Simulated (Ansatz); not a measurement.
BeMo2:
```yaml
crystal:
  lattice:
    - [0.00000, 3.61953, 3.61953]
    - [3.61953, 0.00000, 3.61953]
    - [3.61953, 3.61953, 0.00000]
  atoms:
    - { symbol: Mo, position: [0.62500, 0.62500, 0.62500] }
    - { symbol: Mo, position: [0.12500, 0.62500, 0.62500] }
    - { symbol: Mo, position: [0.62500, 0.12500, 0.62500] }
    - { symbol: Mo, position: [0.62500, 0.62500, 0.12500] }
    - { symbol: Be, position: [0.25000, 0.25000, 0.25000] }
    - { symbol: Be, position: [0.00000, 0.00000, 0.00000] }
```

Relaxed with PBE. Special points in fractions of this cell's reciprocal vectors: Γ (0.000, 0.000, 0.000); X (0.500, 0.000, 0.500); U (0.625, 0.250, 0.625); K (0.375, 0.375, 0.750); L (0.500, 0.500, 0.500); W (0.500, 0.250, 0.750).

**Question.** List the band energies nearest the Fermi level at these points for PBE in the plane-wave PAW code Ansatz.

**Answer.** In eV from the Fermi level; about four levels below and three above (degenerate sets whole), none deeper than 8.9 eV; points with the same levels are listed once.

```
k                          below                above
-  -----------------------------  -------------------
Γ  -3.48 -3.48 -3.48 -2.90 -2.90  1.17 1.31 1.31 1.31
X        -0.26 -0.26 -0.14 -0.14  2.11 2.11 2.40 2.40
U        -1.56 -0.99 -0.98 -0.33       0.52 0.54 0.86
L        -0.63 -0.63 -0.10 -0.10       1.92 2.04 2.04
W        -1.44 -1.44 -1.00 -1.00  0.15 0.15 0.52 0.52
```

Space group Fd-3m (cubic Laves (MgCu2 type)). A made-up cell: these elements were put on the sites of a structure type; neither database checked (COD, Materials Project) lists it. Whether it is the stable phase at ambient conditions was not checked. The PBE relaxation kept the symmetry of its start; whether a distortion lowers the energy is not shown. The run is not spin-polarised. Scalar-relativistic: spin–orbit coupling is off unless named, which matters more the heavier the elements.

Potentials: the earlier of the program's two PAW sets.
